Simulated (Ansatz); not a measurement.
Relaxing a structure of AlRu

The start is a generated cell, AlRu built in the NaTl structure type. Cell shape, volume and atoms are optimised at zero target pressure with PBEsol (plane waves to 420 eV, PAW, scalar-relativistic; Ansatz, a first-principles code). The first steps use a coarse 10×10×10 k-mesh.

Starting cell:
```
CELL_PARAMETERS angstrom
      0.00000     2.87059     2.87059
      2.87059     0.00000     2.87059
      2.87059     2.87059     0.00000
ATOMIC_POSITIONS crystal
  Al 0.25000 0.25000 0.25000
  Al 0.00000 0.00000 0.00000
  Ru 0.50000 0.50000 0.50000
  Ru 0.75000 0.75000 0.75000
```

Problem. How large is the pressure on the unrelaxed cell, and of which sign?

Solution. +44.0 GPa (positive: the cell is compressed).

Problem. How does the volume change?

Solution. +16.5 %, from 11.83 to 13.78 Å³/atom.

Problem. What band gap does the relaxed structure have at this level?

Solution. Zero (metallic).

Problem. What does it relax into? Give the structure.

Solution. 
```cif
data_Al8Ru8
_chemical_formula_sum 'Al8 Ru8'
_space_group_name_H-M_alt 'Fd-3m :1'
_space_group_IT_number 227
_space_group_name_Hall 'F 4d 2 3 -1d'
_cell_length_a 6.04094
_cell_length_b 6.04094
_cell_length_c 6.04094
_cell_angle_alpha 90.000
_cell_angle_beta 90.000
_cell_angle_gamma 90.000
loop_
_atom_site_label
_atom_site_type_symbol
_atom_site_symmetry_multiplicity
_atom_site_Wyckoff_symbol
_atom_site_fract_x
_atom_site_fract_y
_atom_site_fract_z
_atom_site_occupancy
Al1 Al 8 a 0.00000 0.00000 0.00000 1
Ru1 Ru 8 b 0.50000 0.50000 0.50000 1
```
(The calculation used a cell of 4 atoms; values per cell refer to that cell.)

The space group stays Fd-3m (No. 227) (the run could not lower it); the end is AFLOW prototype AB_cF16_227_a_b (B32, as in NaTl), with 4 atoms in the primitive cell. Final values are on a 13×13×13 k-mesh of the relaxed cell. No spin polarisation in the result.

The run could not lose the symmetry of its start, so the end can be a saddle point.

All atoms sit on sites fixed by symmetry, so only the cell could relax.

The relaxed structure here is a generated cell of AlRu: the first start was made by placing the elements on the sites of a structure type, and the end was not matched to a known phase here, so it may be hypothetical.
